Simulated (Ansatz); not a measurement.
input.yaml

```yaml
crystal:
  lattice:
    - [1.9200501052, 1.1085414451, 3.7648840128]
    - [-1.9200501052, 1.1085414451, 3.7648840128]
    - [0.0, -2.2170828902, 3.7648840127]
  atoms:
    - { symbol: As, position: [0.7753755676, 0.7753755676, 0.7753755676] }
    - { symbol: As, position: [0.2246244324, 0.2246244324, 0.2246244324] }
basis:
  ecutwfc: 420
kpoints:
  mp_grid: { grid: [12, 12, 12] }
hamiltonian:
  xc: pbe
scf:
  occupations: { method: gaussian, width: 0.1 }
output:
  forces: true
  stress: true
  eigenvalues: true
relax:
  adjacent_minimum: "off"
  f_tol: 0.01
  max_steps: 30
  cell: { stress_tol: 0.1, fix: [volume] }
```

Run as
```bash
ansatz run input.yaml --threads 1 --pin off --max-ram 2560MiB --backend cpu --events-out ev --progress --plain --runs-dir out
```

The calculation used DFT PBE, scalar-relativistic, plane waves, PAW (Ansatz 0.2.0).

Part of what the program printed, abridged (final results; tables in files aren't shown):

```
SCF 6 converged in 5 iterations: F = -9712.266509 eV  dr2 = 3.57e-11
SCF converged after 5 iterations
Free energy (F): -9712.266509 eV
Harris-Foulkes:  -9712.266509 eV  (|F-HF|=4.37e-11)
Internal energy: -9712.265108 eV  (E = F + TS)
E sigma→0 (E₀):  -9712.265808 eV
Entropy (-TS):   -0.001401 eV (-0.701 meV/atom)
Fermi energy:    9.310323 eV
--- Per-component energies (eV) ---
  E_band       = -511.041410
  E_kinetic    = 203.499990
  E_local      = -3594.083619  (includes V_loc(G=0)·N_el)
  E_nonlocal   = -1341.610254
  E_hartree    = 1956.115354
  E_xc         = -157.722152
  E_vxc        = -157.383275  (∫ρ·V_xc dr)
  E_paw        = -3668.949699  (= ΣΔE_a)
  E_vpaw       = 466.305304  (= ΣTr[D̂ρ^β])
  E_aug_tail   = 0.000016  (compensation charges beyond the density's cutoff)
  E_ewald      = -3109.514744
  E_smearing   = -0.001401  (= −TS)
--- Forces (eV/Å), atoms counted from 1 ---
  atom   1  As     0.00000000     0.00000000     0.00177512
  atom   2  As     0.00000000     0.00000000    -0.00177512
--- Stress (GPa, compression-positive) ---
       -0.761186       0.000000       0.000000
        0.000000      -0.761186       0.000000
        0.000000       0.000000      -0.721979
  P = ⅓ Tr σ = -0.7481 GPa (-7.481 kbar)
--- Band table (eV; the first three rows and the last of 189) ---
  k-point 0: bands = ["-27.0671", "-27.0671", "-27.0305", "-27.0305", "-26.9955", "-26.9701", "-26.9701", "-26.9527", "-26.9296", "-26.9296", "-5.2953", "2.5698", "6.5412", "7.4569", "7.4569", "10.4505", "11.7396", "11.7396", "16.6079"]
  k-point 1: bands = ["-27.0668", "-27.0654", "-27.0300", "-27.0292", "-26.9954", "-26.9710", "-26.9700", "-26.9538", "-26.9311", "-26.9301", "-5.2078", "2.3899", "6.6101", "7.1500", "7.3543", "10.7668", "11.5562", "11.7614", "15.7991"]
  k-point 2: bands = ["-27.0660", "-27.0604", "-27.0283", "-27.0254", "-26.9949", "-26.9734", "-26.9697", "-26.9573", "-26.9350", "-26.9314", "-4.9473", "1.8575", "6.4201", "7.0540", "7.1027", "10.6282", "11.6022", "11.7317", "15.1115"]
  k-point 188: bands = ["-27.0628", "-27.0628", "-27.0290", "-27.0290", "-26.9946", "-26.9706", "-26.9706", "-26.9532", "-26.9348", "-26.9348", "-4.5576", "-0.2285", "7.6234", "7.6234", "8.7144", "10.4712", "10.4712", "10.7832", "16.6959"]
--- Relaxed structure (5 steps of the walk, 5 accepted, 1 SCFs on fresh bases) ---
  F+E_penalty+E_count = -9712.26650906 eV   max|allowed force component| = 1.775e-3 eV/Å   (the final SCF, on the basis selected at the relaxed cell)
  cell:  # Å, volume = 48.0803 Å³
    - [1.89022590, 1.09132243, 3.88462682]
    - [-1.89022590, 1.09132243, 3.88462682]
    - [0.0, -2.18264486, 3.88462682]
  atoms:
    - { symbol: As, position: [0.77717105, 0.77717105, 0.77717105] }
    - { symbol: As, position: [0.22282894, 0.22282894, 0.22282894] }
```

The relaxation met its thresholds.

It took 120 s on 1 thread of Intel(R) Xeon(R) Processor @ 2.50GHz (Skylake/Cascade Lake), on a shared host, peak memory 0.46 GiB.